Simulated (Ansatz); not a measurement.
Crystals of one structure type (CsCl type) and one family of elements, relaxed and computed with the program Ansatz at the LDA level (PAW).

| crystal | V (Å³/atom) | highest Γ mode, no LO–TO term (cm⁻¹) |
|---|---|---|
| TiFe | 12.01 | 251 |
| TiRu | 13.78 | 231 |
| TiOs | 14.04 | 238 |
| HfRu | 16.10 | 174 |
| HfOs | 16.39 | 160 |
| ZrRu | 16.53 | 192 |
| ZrOs | 16.79 | ? |

Fit a straight line to ln ω against ln V and predict the withheld value.

Least squares on the 6 shown rows: ln ω = -1.30 × ln V + (8.817), with a scatter of 7.8 %. For ZrOs this gives 172. The run itself gave 189, a miss of 9.0 % of that.

Standing as an ambient phase not checked: TiFe, CsCl type; TiRu, CsCl type; TiOs, CsCl type; HfRu, CsCl type; HfOs, CsCl type; ZrRu, CsCl type; ZrOs, CsCl type. All cells were relaxed under the symmetry of their starts (and spin orders); stability against distortions was not tested throughout. Rows with no word on spin ran without spin polarisation. Scalar-relativistic: spin–orbit coupling is off unless named, which matters more the heavier the elements.

Potentials: the later of the program's two PAW sets.
